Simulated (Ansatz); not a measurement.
**HfSi3: from a guess to a relaxed structure**

Level of theory: DFT PBE, scalar-relativistic, plane waves, PAW (Ansatz). Cutoff 420 eV, Gaussian smearing, Γ-centred meshes. Cell and atoms relax first on a coarse mesh and then on a finer one. In between, the cell is made exact in the group found at 0.06 Å. In metals the finer mesh still leaves noise of several meV/atom or more. The steps can't lower the symmetry of their start. No spin polarisation.

Recipe of this trial structure of HfSi3: random cell by space group and Wyckoff sites (Pmmm, No. 47). The dimensions are guesses.

Space group Pmmm (No. 47). a = 3.096 Å, b = 4.229 Å, c = 5.549 Å, α = 90.00°, β = 90.00°, γ = 90.00°
| atom | site | symmetry | x | y | z |
| --- | --- | --- | --- | --- | --- |
| Hf | 1f | mmm | 0.5000 | 0.5000 | 0.0000 |
| Si | 1b | mmm | 0.5000 | 0.0000 | 0.0000 |
| Si | 2p | m2m | 0.5000 | 0.8100 | 0.5000 |

Formation energies are uncorrected and refer to the elements' standard structures at the same level.

Question: Describe the relaxed structure.

Answer: The symmetry stays Pmmm (No. 47). The volume per atom shrinks by 2.6 %, from 18.2 to 17.7 Å³. The shortest distance goes from 1.61 Å (Si–Si) to 2.49 Å (Si–Si). The energy falls by about 2.8 eV/atom (the start's value is from the coarse mesh). The end is written in a standard setting, so origin, axes and order of atoms can differ from the start's. Conventional cell: a = 2.812 Å, b = 4.723 Å, c = 5.328 Å. Hf is surrounded by 6 Si at 2.66–2.76 Å and 2 Hf at 2.81 Å; Si on a site of symmetry mmm is surrounded by 2 Hf at 2.66 Å and 6 Si at 2.67–2.81 Å; Si on a site of symmetry mm2 has 1 Si at 2.49 Å, 5 Si at 2.67–2.84 Å and 2 Hf at 2.76 Å.

```xyz
4
Lattice="2.8120 0.0000 0.0000 0.0000 4.7234 0.0000 0.0000 0.0000 5.3279" Properties=species:S:1:pos:R:3 pbc="T T T"
Hf    1.4060    0.0000    2.6639
Si    1.4060    0.0000    0.0000
Si    1.4060    2.3617    1.2435
Si    1.4060    2.3617    4.0844
```

Question: How does it come out in energy, and is it a metal?

Answer:

* Energy over the elements: +0.26 eV/atom
* Gap on the 16×10×10 mesh of the 4-atom cell: 0 eV (a metal)

The separate elements lie lower, so it is unstable against them.

The last run used Gaussian smearing of 0.10 eV. Spin–orbit coupling, which can matter for Hf, is left out. Symmetry constrained the relaxation, so the result can be a saddle point. In all, the 3 runs took 7.7 min on 1 thread of Intel(R) Xeon(R) Processor @ 2.50GHz (Skylake/Cascade Lake) (shared host). Another cell of HfSi3 relaxed alike, in Pm-3m, lies 0.31 eV/atom lower, so this cell isn't the stable form at this level.
